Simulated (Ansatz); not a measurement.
A generator proposed this cell of GaBiTe2Se.

```cif
data_structure
_symmetry_space_group_name_H-M 'P 1'
_symmetry_Int_Tables_number 1
_cell_length_a 4.3842
_cell_length_b 4.3842
_cell_length_c 9.4130
_cell_angle_alpha 90.000
_cell_angle_beta 90.000
_cell_angle_gamma 90.000
_cell_volume 180.93
loop_
_atom_site_label
_atom_site_type_symbol
_atom_site_fract_x
_atom_site_fract_y
_atom_site_fract_z
_atom_site_occupancy
Ga1 Ga 0.00000 0.00000 0.50000 1
Bi1 Bi 0.00000 0.00000 0.00000 1
Te1 Te 0.50000 0.50000 0.22004 1
Te2 Te 0.50000 0.50000 0.77996 1
Se1 Se 0.50000 0.50000 0.00000 1
```

Method: Ansatz, DFT PBE, scalar-relativistic, plane waves, PAW. Settings: cutoff 420 eV, Γ-centred mesh 4×4×2 on the computed 5-atom cell, Gaussian smearing of 0.10 eV; no spin polarisation.

Formation energies are uncorrected and refer to the elements' standard structures at the same level.

Q: What does a single point on this coarse mesh give?

A: The pressure is 15.4 GPa (the mean over three directions, positive in compression), the largest force is 14.47 eV/Å, and the energy is +1.82 eV/atom against the elements. The shortest distance is 2.07 Å.

Q: Is it a good guess?

A: A poor one: relaxing gains about 1.7 eV/atom (the start's value is from the coarse mesh, so the gain is rough) in 21 ionic steps and ends at +0.10 eV/atom on the finer mesh. The symmetry stays P4/mmm (No. 123). The volume per atom shrinks by 10.9 %, from 36.2 to 32.2 Å³. The shortest distance goes from 2.07 Å (Te–Se) to 2.79 Å (Te–Te). Conventional cell: a = 4.110 Å, c = 9.547 Å. Around Ga lie 8 Te at 3.22 Å; around Bi lie 4 Se at 2.91 Å; around Te lie 1 Te at 2.79 Å, 4 Ga at 3.22 Å and 1 Se at 3.38 Å; Se has 4 Bi at 2.91 Å and 2 Te at 3.38 Å.

The last run used a 10×10×6 mesh (in the run's order of axes) for its 5-atom cell and Gaussian smearing of 0.10 eV. Weakly bound directions are ill-defined at this level, which has no dispersion term. Spin–orbit coupling, which can matter for Bi and Te, is left out. The reference forms of Se and Te are held partly by dispersion forces, which this level lacks. The relaxation can't lower the symmetry of the start, and the grade says only how near the guess is to its own end. Symmetry constrained the relaxation, so the result can be a saddle point. Another cell of GaBiTe2Se relaxed alike, in P3m1, lies 199 meV/atom lower, so this cell isn't the stable form at this level.
